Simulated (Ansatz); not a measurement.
Sr:
```
CELL_PARAMETERS angstrom
      0.00000     2.96449     2.96449
      2.96449     0.00000     2.96449
      2.96449     2.96449     0.00000
ATOMIC_POSITIONS crystal
  Sr 0.00000 0.00000 0.00000
```

Relaxed with PBE+D3(BJ). Special points in fractions of this cell's reciprocal vectors: Γ (0.000, 0.000, 0.000); X (0.500, 0.000, 0.500); U (0.625, 0.250, 0.625); K (0.375, 0.375, 0.750); L (0.500, 0.500, 0.500); W (0.500, 0.250, 0.750).

Task: List the band energies nearest the Fermi level at these points for plane-wave PAW PBE+D3(BJ) (Ansatz code).

Result: In eV from the Fermi level; about four levels below and three above (degenerate sets whole), none deeper than 8.9 eV; points with the same levels are listed once.

```tsv
k	below	above
Γ	-3.73	2.40 2.40 2.40
X	-0.71	0.30 1.16 5.08
U	-0.14	0.22 0.90 3.54
L	-1.15	0.12 2.23 2.23
W	–	0.03 0.66 0.66
```

Space group Fm-3m (fcc (Cu type)). The PBE+D3(BJ) relaxation kept the symmetry of its start. The pairwise dispersion correction was not fitted to metals. Spin–orbit coupling is left out wherever it is not named.

Potentials: the later of the program's two PAW sets.
